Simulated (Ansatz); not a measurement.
Eigenvalues along a path: Na (hcp type)

```
CELL_PARAMETERS angstrom
3.05406 0.00000 0.00000
-1.52703 2.64490 0.00000
0.00000 0.00000 4.96008
ATOMIC_POSITIONS crystal
Na 0.33333 0.66667 0.25000
Na 0.66667 0.33333 0.75000
```

The cell comes from a relaxation on PAW files under the same functional, begun from a prototype that needn't be the stable phase.

All numbers are PBEsol results (scalar-relativistic) from Ansatz 0.2.0, with a Γ-centred 12×12×7 k mesh, Fermi–Dirac smearing of 0.08 eV, no spin polarisation. Methods: LAPW: all electrons, basis error target 1 meV/atom.

This run: volume at 0.55 of the series' base cell.

Path points, in fractions of the reciprocal vectors: Γ (0.000, 0.000, 0.000), M (0.500, 0.000, 0.000), K (0.333, 0.333, 0.000), A (0.000, 0.000, 0.500), L (0.500, 0.000, 0.500), H (0.333, 0.333, 0.500). Levels in eV from the Fermi level; bands 3 to 11, counted from the lowest band of the run. The gap is zero, the pressure 14.15 GPa.

```
# k(1/Å) point b3 b4 b5 b6 b7 b8 b9 b10 b11
0.000 Γ -24.99 -24.76 -24.76 -24.72 -24.72 -24.72 -4.86 0.69 1.66
0.297 - -24.98 -24.78 -24.76 -24.75 -24.73 -24.73 -4.50 0.96 1.99
0.594 - -24.94 -24.86 -24.82 -24.79 -24.74 -24.74 -3.45 1.78 2.88
0.891 - -24.93 -24.89 -24.89 -24.80 -24.76 -24.75 -1.78 2.91 3.15
1.188 M -24.96 -24.91 -24.87 -24.81 -24.78 -24.75 0.19 0.68 4.76
1.359 - -24.96 -24.91 -24.86 -24.82 -24.78 -24.76 0.29 0.78 4.86
1.531 - -24.95 -24.90 -24.85 -24.84 -24.79 -24.79 0.57 1.09 4.97
1.702 - -24.93 -24.88 -24.87 -24.84 -24.82 -24.80 1.03 1.60 3.57
1.874 K -24.92 -24.88 -24.88 -24.83 -24.82 -24.82 1.49 2.26 2.26
2.216 - -24.92 -24.89 -24.87 -24.83 -24.80 -24.78 -0.83 3.69 3.72
2.559 - -24.93 -24.86 -24.86 -24.79 -24.76 -24.75 -3.00 2.14 3.23
2.902 - -24.97 -24.79 -24.78 -24.75 -24.73 -24.73 -4.38 1.05 2.10
3.245 Γ -24.99 -24.76 -24.76 -24.72 -24.72 -24.72 -4.86 0.69 1.66
3.403 - -24.98 -24.75 -24.75 -24.73 -24.72 -24.72 -4.76 -0.24 2.73
3.562 - -24.95 -24.76 -24.75 -24.75 -24.73 -24.73 -4.45 -1.38 4.30
3.720 - -24.91 -24.81 -24.75 -24.75 -24.73 -24.73 -3.95 -2.40 6.03
3.878 A -24.86 -24.86 -24.74 -24.74 -24.74 -24.74 -3.26 -3.26 7.91
4.175 - -24.86 -24.86 -24.76 -24.76 -24.75 -24.75 -2.92 -2.92 8.10
4.472 - -24.90 -24.90 -24.79 -24.79 -24.76 -24.76 -1.93 -1.93 7.47
4.769 - -24.95 -24.95 -24.79 -24.79 -24.78 -24.78 -0.34 -0.34 4.55
5.066 L -24.98 -24.98 -24.79 -24.79 -24.78 -24.78 1.40 1.40 2.32
5.238 - -24.97 -24.97 -24.80 -24.80 -24.77 -24.77 1.49 1.49 2.42
5.409 - -24.96 -24.96 -24.83 -24.83 -24.77 -24.77 1.76 1.76 2.70
5.581 - -24.94 -24.94 -24.86 -24.86 -24.77 -24.77 2.21 2.21 3.04
5.752 H -24.93 -24.93 -24.88 -24.88 -24.77 -24.77 2.78 2.78 2.93
6.095 - -24.94 -24.94 -24.84 -24.84 -24.77 -24.77 0.57 0.57 4.72
6.438 - -24.91 -24.91 -24.80 -24.80 -24.77 -24.77 -1.50 -1.50 7.34
6.781 - -24.87 -24.87 -24.76 -24.76 -24.75 -24.75 -2.81 -2.81 8.15
7.124 A -24.86 -24.86 -24.74 -24.74 -24.74 -24.74 -3.26 -3.26 7.91
```
